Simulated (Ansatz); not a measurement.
Input file for Ansatz (a quantum-chemistry and plane-wave program):

Ansatz 0.2 input:
```yaml
crystal:
  lattice:
    - [3.0088190795, 0.0, 0.0]
    - [-1.5044095397, 2.6057137582, 0.0]
    - [0.0, 0.0, 7.3340881145]
  atoms:
    - { symbol: Mg, position: [0.0, 0.0, 0.0] }
    - { symbol: Zn, position: [0.3333333333, 0.6666666667, 0.6682298693] }
    - { symbol: Zn, position: [0.6666666667, 0.3333333333, 0.3317701307] }
    - { symbol: O, position: [0.3333333333, 0.6666666667, 0.1617337644] }
    - { symbol: O, position: [0.6666666667, 0.3333333333, 0.8382662356] }
    - { symbol: O, position: [0.0, 0.0, 0.5] }
kpoints:
  mp_grid: { grid: [11, 11, 4] }
hamiltonian:
  xc: pbesol
  pseudopotentials: { kind: paw }
scf:
  occupations: { method: fixed }
dielectric: {}
```

Output (shortened):

```
Pseudopotential: Mg, paw, valence charge 10
Pseudopotential: Zn, paw, valence charge 12
Pseudopotential: O, paw, valence charge 6
Functional definition: PBEsol
Crystal: 6 atoms, lattice volume = 57.500 Å³
Basis set: ecut = 420 eV, 1057 PW (Γ), exchange–correlation on 48×48×100 points (8 copies of the dense FFT grid, shifted against one another)
Bands: 32, of which v1, the nominal top of the filled ones, is band 26 counted from 1 (25 counted from 0)
Symmetry: 12 space group operations
k-points: 138 of 484 (irreducible under 2 space group operations, time reversal used)
SCF iter   1: F=—  HF=-10159.734341 eV  |F-HF|=—  |Δ(HF+E_count)|=         —  Δρ=1.66e-2  dr2=1.28e-1  ethr=1.77e-3  ⟨swp⟩=4.9  Hψ=17322  notcnv=0  defer=549
preconditioner: auto → Resta (q_TF=auto, 2.683 Å⁻¹)
SCF iter   2: F=—  HF=-10159.697901 eV  |F-HF|=—  |Δ(HF+E_count)|=   3.64e-2  Δρ=2.57e-3  dr2=2.64e-3  ethr=2.45e-4  ⟨swp⟩=2.4  Hψ=8385  notcnv=0  defer=552
SCF iter   3: F=—  HF=-10159.697536 eV  |F-HF|=—  |Δ(HF+E_count)|=   3.65e-4  Δρ=1.36e-3  dr2=9.54e-4  ethr=5.08e-6  ⟨swp⟩=2.0  Hψ=6691  notcnv=0  defer=552
SCF iter   4: F=—  HF=-10159.697410 eV  |F-HF|=—  |Δ(HF+E_count)|=   1.26e-4  Δρ=5.05e-4  dr2=1.13e-4  ethr=1.83e-6  ⟨swp⟩=2.3  Hψ=5314  notcnv=0  defer=552
SCF iter   5: F=—  HF=-10159.697390 eV  |F-HF|=—  |Δ(HF+E_count)|=   2.03e-5  Δρ=1.65e-4  dr2=1.41e-5  ethr=2.18e-7  ⟨swp⟩=2.0  Hψ=7098  notcnv=0  defer=242
SCF iter   6: F=—  HF=-10159.697391 eV  |F-HF|=—  |Δ(HF+E_count)|=   9.60e-7  Δρ=4.07e-5  dr2=1.22e-6  ethr=2.72e-8  ⟨swp⟩=2.0  Hψ=6582  notcnv=0  defer=230
SCF iter   7: F=—  HF=-10159.697391 eV  |F-HF|=—  |Δ(HF+E_count)|=   9.02e-8  Δρ=3.12e-5  dr2=3.30e-7  ethr=2.35e-9  ⟨swp⟩=2.0  Hψ=7628  notcnv=0  defer=230
SCF iter   8: F=—  HF=-10159.697391 eV  |F-HF|=—  |Δ(HF+E_count)|=   2.12e-7  Δρ=6.13e-6  dr2=2.06e-8  ethr=6.35e-10  ⟨swp⟩=2.0  Hψ=6808  notcnv=0  defer=230
SCF iter  11: F=-10159.697391 eV  HF=-10159.697391 eV  |F-HF|=1.64e-11  |Δ(HF+E_count)|=  1.82e-12  Δρ=2.22e-7  dr2=2.32e-11  ethr=1.00e-12  ⟨swp⟩=7.1  Hψ=14217  notcnv=0
SCF 1 converged in 11 iterations: F = -10159.697391 eV  dr2 = 2.32e-11
NSCF: frozen V_eff on 6 k-points
DFPT response loops at Γ: preconditioner auto → Resta (q_TF=auto, 2.683 Å⁻¹)  ε∞=5.7 (no band partly filled) …
── the response to a field inside a basis, on 12×12×4 k-points: an SCF that follows is theirs, and a resumed run solves both again ──
Crystal: 6 atoms, lattice volume = 57.500 Å³
Bands: 27, of which v1, the nominal top of the filled ones, is band 26 counted from 1 (25 counted from 0)
k-points: 156 of 576 (irreducible under 4 space group operations)
SCF iter   1: F=—  HF=-10159.681143 eV  |F-HF|=—  |Δ(HF+E_count)|=         —  Δρ=7.34e-4  dr2=6.65e-5  ethr=1.00e-1
preconditioner: auto → Resta (q_TF=auto, 2.683 Å⁻¹)
SCF iter   2: F=—  HF=-10159.681146 eV  |F-HF|=—  |Δ(HF+E_count)|=   3.79e-6  Δρ=4.48e-4  dr2=4.41e-5  ethr=1.28e-7
SCF iter   3: F=—  HF=-10159.681147 eV  |F-HF|=—  |Δ(HF+E_count)|=   4.19e-7  Δρ=1.12e-4  dr2=1.48e-6  ethr=8.48e-8
SCF iter   4: F=—  HF=-10159.681142 eV  |F-HF|=—  |Δ(HF+E_count)|=   4.48e-6  Δρ=2.92e-5  dr2=3.18e-7  ethr=2.84e-9
SCF iter   5: F=-10159.681142 eV  HF=-10159.681142 eV  |F-HF|=7.31e-8  |Δ(HF+E_count)|=   2.55e-8  Δρ=1.05e-5  dr2=2.10e-8  ethr=6.12e-10
SCF 1 converged in 5 iterations: F = -10159.681142 eV  dr2 = 2.10e-8
DFPT response loops at Γ: preconditioner auto → Resta (q_TF=auto, 2.683 Å⁻¹)  ε∞=5.2 (no band partly filled) …
SCF converged after 11 iterations
Free energy (F): -10159.697391 eV
Harris-Foulkes:  -10159.697391 eV  (|F-HF|=1.64e-11)
Internal energy: -10159.697391 eV  (E = F + TS)
E sigma→0 (E₀):  -10159.697391 eV
Fermi energy:    9.480097 eV
--- Per-component energies (eV) ---
  E_band       = -131.903541
  E_kinetic    = 867.405150
  E_local      = -5021.675101  (includes V_loc(G=0)·N_el)
  E_nonlocal   = 1485.860514
  E_hartree    = 1953.521429
  E_xc         = -519.372815
  E_vxc        = -424.196835  (∫ρ·V_xc dr)
  E_paw        = -4332.144053  (= ΣΔE_a)
  E_vpaw       = -946.346834  (= ΣTr[D̂ρ^β])
  E_aug_tail   = 0.006663  (compensation charges beyond the density's cutoff)
  E_ewald      = -4595.058614
  E_core_change = 1.759436  (= ΣΔE_core)
  E_smearing   =  0.000000  (= −TS)
  E_closure    = 0.000000  (closes the sum)
  Σ components = -10159.697391   (vs F -10159.697391, Δ=0.00e0)
  [band-id]    e_kinetic+e_local+e_nonlocal+2·e_hartree+e_vxc+e_vpaw+e_augmentation_tail = -131.903585   (vs E_band -131.903541, Δ=-4.40e-5)
--- Band table (eV; the first three rows and the last of 138) ---
  k-point 0: bands = ["-63.1682", "-30.1346", "-30.0929", "-30.0929", "-8.7697", "-7.8095", "-7.6759", "3.0857", "3.9401", "4.1015", "4.1015", "4.6379", "4.6379", "4.9575", "4.9575", "5.1503", "5.1503", "5.6096", "6.0323", "8.4342", "8.4342", "8.4619", …
  k-point 1: bands = ["-63.1682", "-30.1346", "-30.0929", "-30.0929", "-8.6941", "-8.1097", "-7.4428", "2.7880", "4.0941", "4.0941", "4.3007", "4.6483", "4.6483", "4.9600", "4.9600", "5.1492", "5.1492", "5.6864", "6.1803", "7.8756", "8.2659", "8.2659", …
  k-point 2: bands = ["-63.1682", "-30.1346", "-30.0929", "-30.0929", "-8.5415", "-8.3659", "-7.3305", "2.5939", "4.0871", "4.0871", "4.5350", "4.6584", "4.6584", "4.9627", "4.9627", "5.1480", "5.1480", "5.7505", "6.8113", "6.9115", "8.1829", "8.1829", …
  k-point 137: bands = ["-63.1634", "-30.1410", "-30.1234", "-30.1128", "-7.6006", "-7.3524", "-7.1150", "3.2824", "3.7076", "3.9111", "4.0903", "4.3267", "4.5034", "4.6861", "4.8585", "5.1328", "5.2267", "5.6159", "5.8816", "6.1891", "6.5082", "7.3692", …
--- Dielectric response (ions clamped): 3 representative field directions + reference, inside a basis on a mesh of 576 k-points (Σ response iterations 21) ---
  ε∞ (high-frequency dielectric tensor):
        4.570727     0.000000     0.000000
        0.000000     4.570727     0.000000
        0.000000     0.000000     4.444639
  Born effective charges Z* (e; rows j = field, columns β = displacement):
    site 0:
         2.01764    0.00000    0.00000
         0.00000    2.01764    0.00000
         0.00000    0.00000    2.54260
    site 1:
         2.39035    0.00000    0.00000
         0.00000    2.39035    0.00000
         0.00000    0.00000    2.06771
    site 2:
         2.39035    0.00000    0.00000
         0.00000    2.39035    0.00000
         0.00000    0.00000    2.06771
    site 3:
        -2.18665    0.00000    0.00000
         0.00000   -2.18665    0.00000
         0.00000    0.00000   -2.33487
    site 4:
        -2.18665    0.00000    0.00000
         0.00000   -2.18665    0.00000
         0.00000    0.00000   -2.33487
    site 5:
        -2.42504    0.00000    0.00000
         0.00000   -2.42504    0.00000
         0.00000    0.00000   -2.00829
  Z* charge neutrality: 6.155e-3 e pre-enforcement
  solved inside a basis spanned on kpoints, on 12×12×4 k-points, its susceptibility summed on 16×16×6: ε∞ is read to err by 1.5e-2, Z* by 1.5e-2 e (field_mesh …
```

Cost: roughly 5 core-minutes on shared cores.

Space group P-3m1. The workflow started from a Materials Project entry (that database holds measured and hypothetical structures alike); the Crystallography Open Database copy checked does not list it. With Mg and Zn taken as one species the cell has the higher symmetry Fm-3m, so it may be an ordered model of a mixed-site phase. Whether it is the stable phase at ambient conditions was not checked. The PBEsol relaxation kept the symmetry of its start; of distortions, only those at the zone centre were tested.

Potentials: the later of the program's two PAW sets.

Ansatz is a plane-wave DFT program.
